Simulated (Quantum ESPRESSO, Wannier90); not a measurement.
# Wannier functions of BaTiO3 (cubic perovskite)

Cell from Materials Project (mp-2998), symmetrised, no further relaxation. COD (Crystallography Open Database) records the formula in this space group. Ideal cubic forms of this type are often high-temperature phases that distort on cooling; symmetry holds the cell here, and its stability was not tested. Computed values, not measurements, from PBEsol: Quantum ESPRESSO (norm-conserving PseudoDojo potentials, cutoff 68 Ry, no spin polarisation, no spin-orbit coupling) on a Γ-centred 8×8×8 mesh, then Wannier90. Density: 8×8×8 mesh, cold smearing 0.01 Ry. Spin-orbit coupling is left out although heavy elements are present.

On the energy scale of pw.x, whose zero is arbitrary, the valence-band maximum lies at 10.15 eV.

Input w.win:

```
num_bands = 23
num_wann = 14
exclude_bands = 1-11,35-38
num_iter = 1000
conv_tol = 1.0e-6
conv_window = 4
dis_num_iter = 1000
dis_conv_tol = 1.0e-6
dis_froz_max = 13.43
write_hr = true
write_u_matrices = true
begin projections
f=0.00449,-0.01133,0.00266: d
f=0.50981,-0.00767,-0.00079: p
f=-0.00370,0.50025,0.01191: p
f=0.00608,-0.00468,0.49016: p
end projections
begin unit_cell_cart
ang
    4.0076800000    0.0000000000    0.0000000000
    0.0000000000    4.0076800000    0.0000000000
    0.0000000000    0.0000000000    4.0076800000
end unit_cell_cart
begin atoms_frac
Ba   0.5000000000  0.5000000000  0.5000000000
Ti   0.0000000000  0.0000000000  0.0000000000
O    0.5000000000  0.0000000000  0.0000000000
O    0.0000000000  0.5000000000  0.0000000000
O    0.0000000000  0.0000000000  0.5000000000
end atoms_frac
mp_grid = 8 8 8
begin kpoints
0.0000000000 0.0000000000 0.0000000000
0.0000000000 0.0000000000 0.1250000000
0.0000000000 0.0000000000 0.2500000000
... (509 more lines: the 8x8x8 mesh through Gamma)
end kpoints
```

Input of pw2wannier90.x that gives the overlap and projection files (equivalent; here they were cut from one run over all bands):

```
&inputpp
  outdir = './out'
  prefix = 'pwscf'
  seedname = 'w'
  write_amn = .true.
  write_mmn = .true.
/
```

Output w.wout (banner and timings cut):

```
                                    ------
                                    SYSTEM
                                    ------

                              Lattice Vectors (Ang)
                    a_1     4.007680   0.000000   0.000000
                    a_2     0.000000   4.007680   0.000000
                    a_3     0.000000   0.000000   4.007680

                   Unit Cell Volume:      64.36935  (Ang^3)

                        Reciprocal-Space Vectors (Ang^-1)
                    b_1     1.567786   0.000000   0.000000
                    b_2     0.000000   1.567786   0.000000
                    b_3     0.000000   0.000000   1.567786

 *----------------------------------------------------------------------------*
 |   Site       Fractional Coordinate          Cartesian Coordinate (Ang)     |
 +----------------------------------------------------------------------------+
 | ba   1   0.50000   0.50000   0.50000   |    2.00384   2.00384   2.00384    |
 | ti   1   0.00000   0.00000   0.00000   |    0.00000   0.00000   0.00000    |
 | o    1   0.50000   0.00000   0.00000   |    2.00384   0.00000   0.00000    |
 | o    2   0.00000   0.50000   0.00000   |    0.00000   2.00384   0.00000    |
 | o    3   0.00000   0.00000   0.50000   |    0.00000   0.00000   2.00384    |
 *----------------------------------------------------------------------------*
                                ------------
                                K-POINT GRID
                                ------------

             Grid size =  8 x  8 x  8      Total points =  512

 *---------------------------------- MAIN ------------------------------------*
 |  Number of Wannier Functions               :                14             |
 |  Number of Objective Wannier Functions     :                14             |
 |  Number of input Bloch states              :                23             |
 |  Output verbosity (1=low, 5=high)          :                 1             |
 |  Timing Level (1=low, 5=high)              :                 1             |
 |  Optimisation (0=memory, 3=speed)          :                 3             |
 |  Length Unit                               :               Ang             |
 |  Post-processing setup (write *.nnkp)      :                 F             |
 |  Using Gamma-only branch of algorithms     :                 F             |
 *----------------------------------------------------------------------------*
 *------------------------------- WANNIERISE ---------------------------------*
 |  Total number of iterations                :              1000             |
 |  Number of CG steps before reset           :                 5             |
 |  Trial step length for line search         :             2.000             |
 |  Convergence tolerence                     :         0.100E-05             |
 |  Convergence window                        :                 4             |
 |  Iterations between writing output         :                 1             |
 |  Iterations between backing up to disk     :               100             |
 |  Write r^2_nm to file                      :                 F             |
 |  Write xyz WF centres to file              :                 F             |
 |  Write on-site energies <0n|H|0n> to file  :                 F             |
 |  Use guiding centre to control phases      :                 F             |
 |  Use phases for initial projections        :                 F             |
 *----------------------------------------------------------------------------*
 *------------------------------- DISENTANGLE --------------------------------*
 |  Using band disentanglement                :                 T             |
 |  Total number of iterations                :              1000             |
 |  Mixing ratio                              :             0.500             |
 |  Convergence tolerence                     :         1.000E-06             |
 |  Convergence window                        :                 3             |
 *----------------------------------------------------------------------------*
 *-------------------------------- PLOTTING ----------------------------------*
 |  Plotting Hamiltonian in WF basis          :                 T             |
 *----------------------------------------------------------------------------*

 *---------------------------------- K-MESH ----------------------------------*
 +----------------------------------------------------------------------------+
 |                    Distance to Nearest-Neighbour Shells                    |
 |                    ------------------------------------                    |
 |          Shell             Distance (Ang^-1)          Multiplicity         |
 |          -----             -----------------          ------------         |
 |             1                   0.195973                      6            |
 |             2                   0.277148                     12            |
 |             3                   0.339436                      8            |
 |             4                   0.391947                      6            |
 |             5                   0.438210                     24            |
 |             6                   0.480035                     24            |
 |             7                   0.554296                     12            |
 |             8                   0.587920                     30            |
       ... (lines left out)
 +----------------------------------------------------------------------------+
 | The b-vectors are chosen automatically                                     |
 | The following shells are used:                       1                     |
 +----------------------------------------------------------------------------+
 |                        Shell   # Nearest-Neighbours                        |
 |                        -----   --------------------                        |
 |                          1               6                                 |
 +----------------------------------------------------------------------------+
 | Completeness relation is fully satisfied [Eq. (B1), PRB 56, 12847 (1997)]  |
 +----------------------------------------------------------------------------+
 |                  b_k Vectors (Ang^-1) and Weights (Ang^2)                  |
 |                  ----------------------------------------                  |
 |            No.         b_k(x)      b_k(y)      b_k(z)        w_b           |
 |            ---        --------------------------------     --------        |
 |             1         0.000000    0.000000    0.195973    13.018961        |
 |             2         0.000000    0.195973    0.000000    13.018961        |
 |             3         0.195973    0.000000    0.000000    13.018961        |
 |             4         0.000000    0.000000   -0.195973    13.018961        |
 |             5         0.000000   -0.195973    0.000000    13.018961        |
 |             6        -0.195973    0.000000    0.000000    13.018961        |
 +----------------------------------------------------------------------------+
 |                           b_k Directions (Ang^-1)                          |
 |                           -----------------------                          |
 |            No.           x           y           z                         |
 |            ---        --------------------------------                     |
 |             1         0.000000    0.000000    0.195973                     |
 |             2         0.000000    0.195973    0.000000                     |
 |             3         0.195973    0.000000    0.000000                     |
 +----------------------------------------------------------------------------+

 Starting a new Wannier90 calculation ...

 Reading overlaps from w.mmn

 Reading projections from w.amn

 *------------------------------- DISENTANGLE --------------------------------*
 +----------------------------------------------------------------------------+
 |                              Energy  Windows                               |
 |                              ---------------                               |
 |                   Outer:    5.64159  to   21.66316  (eV)                   |
 |                   Inner:    5.64159  to   13.43000  (eV)                   |
 +----------------------------------------------------------------------------+
   Number of target bands to extract:   14

                   Unitarised projection of Wannier functions
                   ------------------------------------------
   A_mn = <psi_m|g_n> --> S = A.A^+ --> U = S^-1/2.A
   In dis_project... done
   Using an inner window (linner = T)
   In dis_proj_froz... done

                   Extraction of optimally-connected subspace
                   ------------------------------------------
 +---------------------------------------------------------------------+<-- DIS
 |  Iter     Omega_I(i-1)      Omega_I(i)      Delta (frac.)           |<-- DIS
 +---------------------------------------------------------------------+<-- DIS
       1      14.54181421      14.45083244       6.296E-03    <-- DIS
       2      14.44651754      14.42335846       1.606E-03    <-- DIS
       3      14.42314709      14.40332415       1.376E-03    <-- DIS
       4      14.40374548      14.38784271       1.105E-03    <-- DIS
       5      14.38813892      14.37550742       8.787E-04    <-- DIS
       6      14.37558464      14.36543914       7.062E-04    <-- DIS
       ... (lines left out)
      79      14.28913802      14.28912467       9.348E-07    <-- DIS
      80      14.28912338      14.28911103       8.640E-07    <-- DIS
      81      14.28910982      14.28909840       7.993E-07    <-- DIS

             <<<      Delta < 1.000E-06  over  3 iterations     >>>
             <<< Disentanglement convergence criteria satisfied >>>

        Final Omega_I    14.28909840 (Ang^2)

 +----------------------------------------------------------------------------+

 Writing checkpoint file w.chk... done

 *------------------------------- WANNIERISE ---------------------------------*
 +--------------------------------------------------------------------+<-- CONV
 | Iter  Delta Spread     RMS Gradient      Spread (Ang^2)            |<-- CONV
 +--------------------------------------------------------------------+<-- CONV

 ------------------------------------------------------------------------------
 Initial State
  WF centre and spread    1  (  0.000516, -0.000164, -0.001375 )     0.68746161
  WF centre and spread    2  (  0.000637, -0.000015, -0.000633 )     0.98713282
  WF centre and spread    3  (  0.000003, -0.000616, -0.001782 )     0.98743781
  WF centre and spread    4  (  0.001726, -0.001130,  0.000008 )     0.68815813
  WF centre and spread    5  (  0.001516, -0.000336,  0.000007 )     0.98768200
  WF centre and spread    6  (  2.002575, -0.000235, -0.000165 )     1.31536143
  WF centre and spread    7  (  2.001564, -0.000574, -0.000227 )     0.80279312
  WF centre and spread    8  (  2.002885, -0.000638, -0.000011 )     1.31541725
  WF centre and spread    9  ( -0.000091,  2.004830,  0.000373 )     1.31562519
  WF centre and spread   10  (  0.000139,  2.004930,  0.000326 )     1.31547470
  WF centre and spread   11  ( -0.000705,  2.005849,  0.001465 )     0.80258082
  WF centre and spread   12  (  0.000608, -0.000173,  2.004872 )     0.80199155
  WF centre and spread   13  (  0.000557, -0.000158,  2.004417 )     1.31513020
  WF centre and spread   14  (  0.000174, -0.000508,  2.004002 )     1.31509709
  Sum of centres and spreads (  6.012104,  6.011062,  6.011278 )    14.63734374

      0     0.146E+02     0.0000000000       14.6373437408  <-- CONV
        O_D=      0.0010329 O_OD=      0.3472125 O_TOT=     14.6373437 <-- SPRD
 ------------------------------------------------------------------------------
      1    -0.331E-01     0.0720750433       14.6042804323  <-- CONV
        O_D=      0.0003346 O_OD=      0.3148474 O_TOT=     14.6042804 <-- SPRD
      2    -0.137E-01     0.0895608778       14.5905967938  <-- CONV
        O_D=      0.0006042 O_OD=      0.3008942 O_TOT=     14.5905968 <-- SPRD
      3    -0.146E-01     0.0874526169       14.5760304838  <-- CONV
        O_D=      0.0007865 O_OD=      0.2861455 O_TOT=     14.5760305 <-- SPRD
      4    -0.157E-01     0.0994177164       14.5602890360  <-- CONV
        O_D=      0.0006392 O_OD=      0.2705514 O_TOT=     14.5602890 <-- SPRD
      5    -0.904E-02     0.0865452539       14.5512452519  <-- CONV
        O_D=      0.0003992 O_OD=      0.2617477 O_TOT=     14.5512453 <-- SPRD
       ... (lines left out)
     31    -0.404E-06     0.0007013013       14.5421809394  <-- CONV
        O_D=      0.0000000 O_OD=      0.2530825 O_TOT=     14.5421809 <-- SPRD
     32    -0.388E-06     0.0004886730       14.5421805511  <-- CONV
        O_D=      0.0000000 O_OD=      0.2530821 O_TOT=     14.5421806 <-- SPRD
     33    -0.308E-06     0.0004733642       14.5421802427  <-- CONV
        O_D=      0.0000000 O_OD=      0.2530818 O_TOT=     14.5421802 <-- SPRD
             <<<     Delta < 1.000E-06  over  4 iterations     >>>
             <<< Wannierisation convergence criteria satisfied >>>
 Final State
  WF centre and spread    1  (  0.000007, -0.000007, -0.000005 )     0.68713822
  WF centre and spread    2  (  0.000026, -0.000000, -0.000004 )     0.97869471
  WF centre and spread    3  ( -0.000000, -0.000055, -0.000085 )     0.97869850
  WF centre and spread    4  (  0.000005, -0.000001, -0.000000 )     0.68713784
  WF centre and spread    5  (  0.000089, -0.000036, -0.000000 )     0.97869865
  WF centre and spread    6  (  2.003847, -0.000002,  0.000004 )     1.31167574
  WF centre and spread    7  (  2.003854, -0.000003, -0.000093 )     0.78724892
  WF centre and spread    8  (  2.003854,  0.000010, -0.000001 )     1.31167423
  WF centre and spread    9  ( -0.000004,  2.003831,  0.000039 )     1.31167575
  WF centre and spread   10  ( -0.000038,  2.003833,  0.000006 )     1.31167336
  WF centre and spread   11  ( -0.000065,  2.003847,  0.000087 )     0.78726668
  WF centre and spread   12  (  0.000077,  0.000040,  2.003832 )     0.78724937
  WF centre and spread   13  ( -0.000011, -0.000000,  2.003836 )     1.31167497
  WF centre and spread   14  (  0.000002,  0.000018,  2.003828 )     1.31167329
  Sum of centres and spreads (  6.011645,  6.011474,  6.011443 )    14.54218024

         Spreads (Ang^2)       Omega I      =    14.289098397
        ================       Omega D      =     0.000000040
                               Omega OD     =     0.253081806
    Final Spread (Ang^2)       Omega Total  =    14.542180243
```
